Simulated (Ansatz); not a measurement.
**Calculated ¹⁴N nuclear quadrupole resonance for Ca2HN**

Cell: a COD entry, its atoms then relaxed with PBE in this cell.

Space group Fd-3m:1 (No. 227); a = 10.1300 Å.

| site | Wyckoff | site symmetry | x | y | z |
| --- | --- | --- | --- | --- | --- |
| Ca | 32e | .3m | 0.8872 | 0.8872 | 0.3872 |
| H | 16c | .-3m | 0.6250 | 0.6250 | 0.1250 |
| N | 16d | .-3m | 0.1250 | 0.1250 | 0.6250 |

One atom of each set is listed; the run and its k-mesh use a cell of 16 atoms with edges of 7.16, 7.16, 7.16 Å.

Method: Kohn–Sham DFT in Ansatz, PBE, plane waves and PAW (field gradients read without the response of the frozen cores, which leaves them typically 4 to 6 % off), scalar-relativistic, 420 eV cutoff, Γ-centred 5×5×5 k-points, Fermi–Dirac smearing 0.05 eV.

¹⁴N: I = 1, Q = 20.44 mb (year-2017 value). Static lattice, zero field.

Task: Predict the zero-field ¹⁴N lines of each site.

Result: For I = 1 the lines are ν± = (3/4)|C_Q|(1 ± η/3) and ν₀ = |C_Q|η/2.

```tsv
site	atoms	V_zz (10²¹ V/m²)	C_Q (MHz)	η	line frequencies (MHz)
N	4	-0.97	-0.478	0.00	0.358
```

An axis of threefold or higher order runs through N, so V_zz lies along it and η is zero.
